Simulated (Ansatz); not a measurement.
Lattice vibrations of MnPt at Γ

Level of theory: Ansatz 0.2.0, DFT LDA, scalar-relativistic, plane waves, PAW. Settings: 420 eV plane-wave cutoff, Γ-centred 16×16×12 mesh, Gaussian smearing of 0.20 eV. Collinear spin, site moments 1.9, 0.1 μB. Phonons by linear response, acoustic sum rule imposed.

Relaxed structure:
```yaml
crystal:
  lattice:
    - [2.63811, 0.00000, 0.00000]
    - [0.00000, 2.63811, 0.00000]
    - [0.00000, 0.00000, 3.68349]
  atoms:
    - { symbol: Mn, position: [0.00000, 0.00000, 0.00000] }
    - { symbol: Pt, position: [0.50000, 0.50000, 0.50000] }
```

In a metal, frequencies and elastic constants depend on the k mesh and the smearing, soft modes and shear constants most. Spin–orbit coupling is left out, which matters for heavy elements.

Optical modes at Γ; i marks an imaginary frequency:
```
frequency (cm⁻¹) degeneracy
             188           2
             249           1
```

All 3 optical modes at Γ are real: no displacement of atoms at fixed cell lowers the energy to second order. Strains and modes at other wave vectors aren't tested by this run.